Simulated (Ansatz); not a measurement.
The relaxed structure here is a generated cell of TiB2: the first start was made by placing the elements on the sites of a structure type, and the end was not matched to a known phase here, so it may be hypothetical. Known forms of TiB2 include space group No. 191.

One starting cell of TiB2 (a generated trial cell of TiB2 in the C54 structure type) was relaxed twice with Ansatz (plane waves, PAW, scalar-relativistic): with r2SCAN at 500 eV and with PBE at 420 eV. The r2SCAN result:

```cif
data_B16Ti8
_chemical_formula_sum 'B16 Ti8'
_space_group_name_H-M_alt 'Fddd :1'
_space_group_IT_number 70
_space_group_name_Hall 'F 2 2 -1d'
_cell_length_a 4.63163
_cell_length_b 6.17787
_cell_length_c 8.08998
_cell_angle_alpha 90.000
_cell_angle_beta 90.000
_cell_angle_gamma 90.000
loop_
_atom_site_label
_atom_site_type_symbol
_atom_site_symmetry_multiplicity
_atom_site_Wyckoff_symbol
_atom_site_fract_x
_atom_site_fract_y
_atom_site_fract_z
_atom_site_occupancy
B1 B 16 f 0.00000 0.36912 0.00000 1
Ti1 Ti 8 a 0.00000 0.00000 0.00000 1
```
(The calculation used a cell of 6 atoms; values per cell refer to that cell.)

```
quantity                          r2SCAN   PBE
--------------------------------  ------  ----
space group                         Fddd  Fddd
volume (Å³/atom)                    9.65   ___
a (Å)                              4.632   ___
b (Å)                              6.178   ___
c (Å)                              8.090   ___
gap (eV, no spin-orbit coupling)    0.00   ___
```

Q: What does PBE give for the same quantities?

A: 
- volume (Å³/atom), PBE: 9.64
- a (Å), PBE: 4.619
- b (Å), PBE: 6.205
- c (Å), PBE: 8.074
- gap (eV, no spin-orbit coupling), PBE: 0.00

Both levels end in the same structure; PBE's volume is within 0.5 % of r2SCAN's. Neither column is exact.

No spin polarisation in the result.

The run could not lose the symmetry of its start: the end is stationary, and may be a saddle point rather than a minimum.

Ansatz is a first-principles code.
